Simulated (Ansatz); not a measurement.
SnPS3:
```xyz
10
Lattice="3.2303 1.8650 6.2654 -3.2303 1.8650 6.2654 0.0000 -3.7300 6.2654" Properties=species:S:1:pos:R:3 pbc="T T T"
Sn     0.0000     0.0000    15.1966
Sn     0.0000     0.0000     3.5996
P      0.0000     0.0000    10.4963
P      0.0000     0.0000     8.2999
S     -1.3457    -1.4208    11.0435
S      1.3457     1.4208     7.7527
S     -0.5576     1.8758    11.0435
S      0.5576    -1.8758     7.7527
S      1.9033    -0.4550    11.0435
S     -1.9033     0.4550     7.7527
```

x, y and z are the axes in which the lattice vectors are written.

Q: Give the high-frequency dielectric tensor and the Born effective charge tensors of the independent atoms from DFPT, the program Ansatz at the LDA level (PAW).

A: 
ε∞:
```
11.1  0.00  0.00
0.00  11.1  0.00
0.00  0.00  5.62
```
Z* of atom 1 (Sn), rows: field, columns: displacement, in e:
```
 4.60   0.22   0.00
-0.22   4.60   0.00
 0.00   0.00   1.58
```
Z* of atom 3 (P), rows: field, columns: displacement, in e:
```
 3.39  -0.22   0.00
 0.22   3.39   0.00
 0.00   0.00   0.17
```
Z* of atom 5 (S), rows: field, columns: displacement, in e:
```
-2.53  -0.56  -0.20
-0.56  -2.79  -0.14
 0.08  -0.16  -0.58
```

Static charges for comparison (Bader): Sn1 +1.00, P3 +1.01, S5 -0.67 e. Born charges measure polarisation by displacement and can exceed these by far.

Space group R-3. The first step of the workflow began from a Materials Project structure, measured or hypothetical; the Crystallography Open Database copy checked does not list it. COD files the formula under space group No. 7, 14. Its standing as an ambient phase is unchecked. The cell was relaxed with LDA under the symmetry of its start; its stability against distortions is not shown here. A crystal of weakly bound layers computed without a dispersion correction: the cell and the soft elastic constants depend strongly on that. Scalar-relativistic: spin–orbit coupling is off unless named, which matters more the heavier the elements.

Potentials: the later of the program's two PAW sets.
